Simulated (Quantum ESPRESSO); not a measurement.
## Band energies of RbH

```xyz
2
Lattice="0.0000 3.0041 3.0041 3.0041 0.0000 3.0041 3.0041 3.0041 0.0000" Properties=species:S:1:pos:R:3 pbc="T T T"
H      0.0000     0.0000     0.0000
Rb     3.0041     3.0041     3.0041
```

PBEsol (pw.x of Quantum ESPRESSO, ONCV potentials, no spin-orbit coupling); path ΓXWKΓLUWLK,UX; energies in eV from the valence-band maximum.

| k (1/Å) | point | band 1 | band 2 | band 3 | band 4 | band 5 | band 6 | band 7 | band 8 |
|---|---|---|---|---|---|---|---|---|---|
| 0.00 | Γ | -26.12 | -10.01 | -10.01 | -10.01 | -1.95 | 6.72 | 6.77 | 6.77 |
| 0.35 |  | -26.11 | -10.15 | -10.05 | -10.05 | -1.46 | 5.57 | 5.86 | 7.01 |
| 0.70 |  | -26.08 | -10.37 | -10.14 | -10.14 | -0.82 | 4.74 | 4.79 | 7.86 |
| 1.05 | X | -26.06 | -10.46 | -10.18 | -10.18 | -0.77 | 4.40 | 5.27 | 8.87 |
| 1.18 |  | -26.06 | -10.45 | -10.19 | -10.18 | -0.73 | 4.43 | 5.23 | 7.94 |
| 1.57 | W | -26.06 | -10.32 | -10.32 | -10.20 | -0.42 | 4.78 | 4.78 | 6.09 |
| 1.94 | K | -26.07 | -10.38 | -10.30 | -10.14 | -0.46 | 4.26 | 5.02 | 7.44 |
| 2.04 |  | -26.07 | -10.35 | -10.34 | -10.12 | -0.34 | 4.04 | 4.94 | 7.13 |
| 2.34 |  | -26.08 | -10.38 | -10.20 | -10.06 | -0.46 | 3.92 | 4.99 | 6.76 |
| 2.75 |  | -26.11 | -10.14 | -10.04 | -10.02 | -1.55 | 5.70 | 6.00 | 7.04 |
| 3.05 | Γ | -26.12 | -10.01 | -10.01 | -10.01 | -1.95 | 6.72 | 6.77 | 6.77 |
| 3.45 |  | -26.10 | -10.24 | -10.03 | -10.03 | -1.27 | 4.79 | 6.79 | 6.79 |
| 3.75 |  | -26.08 | -10.48 | -10.06 | -10.06 | -0.32 | 3.16 | 6.29 | 6.29 |
| 3.95 | L | -26.08 | -10.54 | -10.07 | -10.07 | 0.00 | 2.72 | 6.16 | 6.16 |
| 4.17 |  | -26.08 | -10.51 | -10.12 | -10.08 | -0.08 | 3.00 | 5.72 | 6.36 |
| 4.49 |  | -26.07 | -10.39 | -10.30 | -10.13 | -0.37 | 4.05 | 5.01 | 7.18 |
| 4.59 | U | -26.07 | -10.38 | -10.30 | -10.14 | -0.46 | 4.26 | 5.02 | 7.44 |
| 4.96 | W | -26.06 | -10.32 | -10.32 | -10.20 | -0.42 | 4.78 | 4.78 | 6.09 |
| 5.24 |  | -26.07 | -10.42 | -10.25 | -10.13 | -0.29 | 3.87 | 5.06 | 6.67 |
| 5.61 |  | -26.08 | -10.53 | -10.08 | -10.07 | -0.02 | 2.78 | 6.05 | 6.20 |
| 5.70 | L | -26.08 | -10.54 | -10.07 | -10.07 | 0.00 | 2.72 | 6.16 | 6.16 |
| 5.86 |  | -26.08 | -10.52 | -10.10 | -10.08 | -0.05 | 2.88 | 5.88 | 6.27 |
| 6.18 |  | -26.07 | -10.41 | -10.27 | -10.12 | -0.32 | 3.89 | 5.06 | 7.03 |
| 6.34 | K | -26.07 | -10.38 | -10.30 | -10.14 | -0.46 | 4.26 | 5.02 | 7.44 |
| 6.34 | U | -26.07 | -10.38 | -10.30 | -10.14 | -0.46 | 4.26 | 5.02 | 7.44 |
| 6.71 | X | -26.06 | -10.46 | -10.18 | -10.18 | -0.77 | 4.40 | 5.27 | 8.87 |

The PBEsol gap is direct, 2.72 eV at L.

Geometry of the Materials Project entry, not relaxed at this level.
